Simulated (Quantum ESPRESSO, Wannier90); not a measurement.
## Tight-binding from DFT: InP (wurtzite)

```
InP
1.0
    4.16811     0.00000     0.00000
   -2.08405     3.60969     0.00000
    0.00000     0.00000     6.83999
In P
2 2
Cartesian
 -2.08405   1.20323  -3.41863
  2.08405  -1.20323   0.00137
 -2.08405   1.20323  -0.85637
  2.08405  -1.20323   2.56363
```

Materials Project entry mp-966800; symmetrised, unrelaxed at this level. Not found in the COD (Crystallography Open Database) copy used, which has the formula in other groups; not checked further. Computed values, not measurements, from PBEsol: Quantum ESPRESSO (norm-conserving PseudoDojo potentials, cutoff 56 Ry, no spin polarisation, no spin-orbit coupling) on a Γ-centred 12×12×6 mesh, then Wannier90. Density: 12×12×6 mesh, Gaussian smearing 0.01 Ry. Spin-orbit coupling is left out although heavy elements are present.

Base run: 16 functions from bands 11-36 of the 36 computed, start hydrogen-like In: s;p; P: s;p, centres 0.05 Å off the atoms, frozen window up to 2.05 eV relative to the valence-band maximum, outer window open. One thing is changed at a time; window edges are relative to the valence-band maximum. The misfit compares interpolated bands with pw.x on a high-symmetry path, for states up to 1.6 eV relative to the valence-band maximum. Converged means that the tolerances were met: symmetric starts can stop on a saddle, which shows as a larger Ω_OD at equal Ω_I and can move the misfit too.

| setting | functions | frozen to (eV) | Ω_I (Å²) | Ω_D (Å²) | Ω_OD (Å²) | rms misfit (meV) | worst (meV) | ended |
|---|---|---|---|---|---|---|---|---|
| base | 16 | 2.05 | 27.98 | 0.09 | 3.87 | 0.7 | 6.3 | converged |

**Question.** Starting from this base row, predict which settings stop with an error, and how Ω_I and the misfit move in the others: frozen window to -0.95 eV; frozen window to 1.55 eV; frozen window to 0.05 eV; no frozen window; outer window to 7.69 eV; outer window to 10.69 eV.

**Answer.** 
| setting | functions | frozen to (eV) | Ω_I (Å²) | Ω_D (Å²) | Ω_OD (Å²) | rms misfit (meV) | worst (meV) | ended |
|---|---|---|---|---|---|---|---|---|
| frozen window to -0.95 eV | 16 | -0.95 | 26.96 | 0.08 | 3.79 | 24 | 314 | converged |
| frozen window to 1.55 eV | 16 | 1.55 | 27.14 | 0.08 | 3.82 | 3.4 | 57 | converged |
| frozen window to 0.05 eV | 16 | 0.05 | 27.00 | 0.08 | 3.81 | 22 | 314 | converged |
| no frozen window | 16 | none | 26.37 | 0.06 | 3.38 | 77 | 396 | converged |
| outer window to 7.69 eV | 16 | 2.05 | – | – | – | – | – | stops: too few bands in the window |
| outer window to 10.69 eV | 16 | 2.05 | 37.26 | 0.25 | 5.32 | 0.5 | 2.7 | converged |
